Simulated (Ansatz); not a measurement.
Input:

LaPd:
```cif
data_La2Pd2
_chemical_formula_sum 'La2 Pd2'
_space_group_name_H-M_alt 'P 1'
_space_group_IT_number 1
_cell_length_a 5.89511
_cell_length_b 5.89511
_cell_length_c 4.64516
_cell_angle_alpha 90.000
_cell_angle_beta 90.000
_cell_angle_gamma 140.566
loop_
_space_group_symop_operation_xyz
  'x, y, z'
loop_
_atom_site_label
_atom_site_type_symbol
_atom_site_fract_x
_atom_site_fract_y
_atom_site_fract_z
_atom_site_occupancy
La1 La 0.86559 0.13441 0.75000 1
La2 La 0.13441 0.86559 0.25000 1
Pd1 Pd 0.58805 0.41195 0.75000 1
Pd2 Pd 0.41195 0.58805 0.25000 1
```

This is the r²SCAN-relaxed structure.

Q: All from r²SCAN in the plane-wave PAW code Ansatz, unless another level is named. Predict the formation energy from the elements (no fitted shifts).

A: -82 kJ/mol of atoms.

Q: And the density of states at the Fermi level?

A: 0.72 states/eV per atom (mean over ±0.08 eV).

Space group Cmcm. The workflow started from a Materials Project entry (that database holds measured and hypothetical structures alike); the Crystallography Open Database copy checked does not list it. Its standing as an ambient phase is unchecked. Symmetry was held in the r²SCAN relaxation; whether a distortion lowers the energy is not shown. The run is not spin-polarised. The references are the lowest solids computed at this level, not always the standard phases. Scalar-relativistic: spin–orbit coupling is off unless named, which matters more the heavier the elements.

Potentials: the later of the program's two PAW sets.
